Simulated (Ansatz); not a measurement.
Relaxed-ion elastic tensor of BaHfO$_{3}$ (cubic perovskite, space group No. 221) in GPa (Voigt order), the program Ansatz at the r²SCAN level (PAW); density 8.29 g/cm³, 14.58 Å³ per atom.

```csv
,1,2,3,4,5,6
1,340,86.5,86.5,0.0,0.0,0.0
2,86.5,340,86.5,0.0,0.0,0.0
3,86.5,86.5,340,0.0,0.0,0.0
4,0.0,0.0,0.0,99.0,0.0,0.0
5,0.0,0.0,0.0,0.0,99.0,0.0
6,0.0,0.0,0.0,0.0,0.0,99.0
```

Q: Is the crystal mechanically stable?

A: Yes: the smallest eigenvalue of C is 99.0 GPa.

Q: Work out the Voigt, Reuss and Hill averages.

A: K_V = 171, K_R = 171, K_H = 171; G_V = 110, G_R = 108, G_H = 109 GPa.

Q: Give Young's modulus, Poisson's ratio, Pugh's ratio and the universal anisotropy index.

A: E = 9KG/(3K + G) = 270 GPa; ν = 0.24; K/G = 1.56 (brittle by the Pugh limit of 1.75); A_U = 5G_V/G_R + K_V/K_R − 6 = 0.07.

Q: Estimate the sound speeds and the Debye temperature.

A: v_l = √((K + 4G/3)/ρ) = 6180 m/s, v_t = √(G/ρ) = 3630 m/s, mean 4030 m/s; Θ = (h/k)(3n/4πV)^(1/3) v_m = 491 K.

Q: Give the Zener ratio and Young's modulus along [100], [110] and [111].

A: A = 2C44/(C11 − C12) = 0.78; 1/E = S11 − 2(S11 − S12 − S44/2)Γ with Γ = 0, 1/4, 1/3 gives 305, 261, 249 GPa.

Space group Pm-3m (cubic perovskite). The cell was relaxed with r²SCAN under the symmetry of its start. The run is not spin-polarised. Scalar-relativistic: spin–orbit coupling is off unless named, which matters more the heavier the elements.

Potentials: the earlier of the program's two PAW sets.
